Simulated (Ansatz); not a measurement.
# From the elastic tensor of PIr₂ to moduli and sound speeds

The calculation used Ansatz, DFT LDA, scalar-relativistic, plane waves, PAW. Plane waves to 420 eV; Γ-centred k mesh 14×14×14; Fermi-Dirac smearing of 0.15 eV. No spin polarisation.

The structure is cubic, space group Fm-3m (No. 225). The conventional cell has a = 5.506 Å, b = 5.506 Å, c = 5.506 Å, α = 90.00°, β = 90.00°, γ = 90.00°. P (site symmetry m-3m) is surrounded by 8 Ir at 2.38 Å. Ir (site symmetry -43m) has 4 P at 2.38 Å as nearest neighbours.

In a metal, frequencies and elastic constants depend on the k mesh and the smearing, soft modes and shear constants most. Spin–orbit coupling is left out, which can shift energies with elements as heavy as these.

Relaxed-ion constants (GPa, on the Cartesian axes of the calculation):
C11 = 645.1, C12 = 152.1, C13 = 152.1, C22 = 645.1, C23 = 152.1, C33 = 645.1, C44 = 55.0, C55 = 55.0, C66 = 55.0 GPa; the others vanish.

Density 16.526 g/cm³; 3 atoms in 41.74 Å³.

The values that follow are for a polycrystal of randomly turned grains, by Hill's mean where one number stands. In a crystal this anisotropic the Voigt and Reuss bounds lie far apart, so Hill's mean and the sound speeds and Debye temperature from it are rough.

With S = C⁻¹: B_V = (C11+C22+C33+2(C12+C13+C23))/9, G_V = (C11+C22+C33−C12−C13−C23+3(C44+C55+C66))/15, 1/B_R = S11+S22+S33+2(S12+S13+S23), 15/G_R = 4(S11+S22+S33−S12−S13−S23)+3(S44+S55+S66); Hill is their mean. Then v_l = √((B+4G/3)/ρ), v_t = √(G/ρ), v_m = [(2/v_t³+1/v_l³)/3]^(−1/3) and Θ = (ħ/k_B)·v_m·(6π²n/V)^(1/3) for n atoms in the volume V; E = 9BG/(3B+G), ν = (3B−2G)/(2(3B+G)) and A^U = 5G_V/G_R + B_V/B_R − 6.

* Bulk modulus, Voigt / Reuss / Hill: 316.4 / 316.4 / 316.4 GPa
* Shear modulus, Voigt / Reuss / Hill: 131.6 / 79.7 / 105.7 GPa
* Young's modulus: 285 GPa
* Poisson ratio: 0.350
* Pugh ratio B/G: 2.99 (over 1.75, the rule of thumb for ductile)
* Universal anisotropy index: 3.25
* Longitudinal and transverse sound speeds: 5260 and 2529 m/s
* Debye temperature from the mean sound speed: 352 K

Cost: 1 run of about 4.7 core-minutes, on Arm Neoverse N1 (shared hosts).